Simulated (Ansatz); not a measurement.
The relaxation started from an entry of Materials Project.

A relaxed cell of Ba(MgAs)2 (P-3m1 (No. 164)), relaxed on a k-mesh at least as fine as the one used below. These are r2SCAN (plane waves to 500 eV, PAW, scalar-relativistic; Ansatz, a program for electronic structure) values and carry that method's errors. Γ-centred k-mesh 6×6×2 on the run's cell (coarser than for final values), Fermi–Dirac smearing 0.05 eV.

```xyz
10
Lattice="4.4852 0.0000 0.0000 -2.2426 3.8843 0.0000 0.0000 0.0000 15.5150" Properties=species:S:1:pos:R:3 pbc="T T T"
Ba     0.0000     0.0000     0.0000
Ba     0.0000     0.0000     7.7575
Mg     2.2426     1.2948     2.9286
Mg     2.2426     1.2948    10.6861
Mg     0.0000     2.5895     4.8289
Mg     0.0000     2.5895    12.5864
As     2.2426     1.2948     5.6300
As     2.2426     1.2948    13.3875
As     0.0000     2.5895     2.1275
As     0.0000     2.5895     9.8850
```

The atoms are displaced by (Å):

```csv
atom,ux,uy,uz
Ba1,-0.073,0.089,-0.093
Ba2,-0.076,0.014,0.053
Mg3,0.016,-0.023,0.023
Mg4,-0.065,-0.015,0.043
Mg5,-0.020,0.008,-0.081
Mg6,0.028,0.108,-0.096
As7,0.087,0.080,-0.065
As8,0.034,0.026,0.016
As9,-0.030,0.016,-0.015
As10,-0.082,0.040,-0.054
```

What forces (eV/Å) and pressure result?


```
atom     Fx     Fy     Fz
----  -----  -----  -----
Ba1    0.23  -0.17   0.64
Ba2    0.11   0.06  -0.66
Mg3   -0.15   0.18  -0.44
Mg4    0.05   0.30  -0.26
Mg5    0.41   0.23   0.31
Mg6   -0.10  -0.39   0.37
As7   -0.56  -0.32   0.52
As8   -0.23   0.32  -0.52
As9    0.12  -0.05  -0.33
As10   0.12  -0.17   0.37
```

Pressure +0.3 GPa.

Estimate the energy cost of the displacement in the harmonic approximation and compare with the calculation.

For a harmonic well ΔE = −½ Σ F·u = 0.216 eV a cell, or 22 meV/atom. The calculated energy relative to the undisplaced cell is +0.021 eV/atom, so the harmonic estimate holds well.

No spin polarisation in the result.

The run that gave the undisplaced cell could not lose the symmetry of its start; a randomly shaken copy of 5 atoms returns to this structure.
